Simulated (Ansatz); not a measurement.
Relaxed-ion elastic tensor of TaRh₃ (Cu3Au type, space group No. 221) in GPa (Voigt order), the program Ansatz at the PBEsol level (PAW); density 14.29 g/cm³, 14.22 Å³ per atom.

|  | 1 | 2 | 3 | 4 | 5 | 6 |
|---|---|---|---|---|---|---|
| 1 | 460 | 209 | 209 | 0.0 | 0.0 | 0.0 |
| 2 | 209 | 460 | 209 | 0.0 | 0.0 | 0.0 |
| 3 | 209 | 209 | 460 | 0.0 | 0.0 | 0.0 |
| 4 | 0.0 | 0.0 | 0.0 | 210 | 0.0 | 0.0 |
| 5 | 0.0 | 0.0 | 0.0 | 0.0 | 210 | 0.0 |
| 6 | 0.0 | 0.0 | 0.0 | 0.0 | 0.0 | 210 |

Problem. Is the crystal mechanically stable?

Solution. Yes: the smallest eigenvalue of C is 210 GPa.

Problem. Work out the Voigt, Reuss and Hill averages.

Solution. K_V = 293, K_R = 293, K_H = 293; G_V = 176, G_R = 165, G_H = 171 GPa.

Problem. Give Young's modulus, Poisson's ratio, Pugh's ratio and the universal anisotropy index.

Solution. E = 9KG/(3K + G) = 428 GPa; ν = 0.26; K/G = 1.71 (near the Pugh limit of 1.75, no verdict); A_U = 5G_V/G_R + K_V/K_R − 6 = 0.32.

Problem. Estimate the sound speeds and the Debye temperature.

Solution. v_l = √((K + 4G/3)/ρ) = 6030 m/s, v_t = √(G/ρ) = 3450 m/s, mean 3840 m/s; Θ = (h/k)(3n/4πV)^(1/3) v_m = 472 K.

Problem. Give the Zener ratio and Young's modulus along [100], [110] and [111].

Solution. A = 2C44/(C11 − C12) = 1.67; 1/E = S11 − 2(S11 − S12 − S44/2)Γ with Γ = 0, 1/4, 1/3 gives 329, 447, 508 GPa.

Problem. Solve the Christoffel equation for the three sound speeds along [100], [110], [111].

Solution. Eigenvalues of C_ijkl n_j n_l equal ρv². In km/s, slowest first: [100] 3.83, 3.83, 5.67; [110] 2.96, 3.83, 6.17; [111] 3.28, 3.28, 6.33.

Space group Pm-3m (Cu3Au type). The first step of the workflow began from a Materials Project structure, measured or hypothetical; the Crystallography Open Database files this formula in space group No. 221, but the cells were not matched. Whether it is the stable phase at ambient conditions was not checked. Symmetry was held in the PBEsol relaxation; of distortions, only those at the zone centre were tested. No spin polarisation was allowed. As this level gives no gap, shear constants depend on the k-mesh and smearing (Fermi–Dirac, 0.1 eV here). Spin–orbit coupling is left out wherever it is not named.

Potentials: the later of the program's two PAW sets.
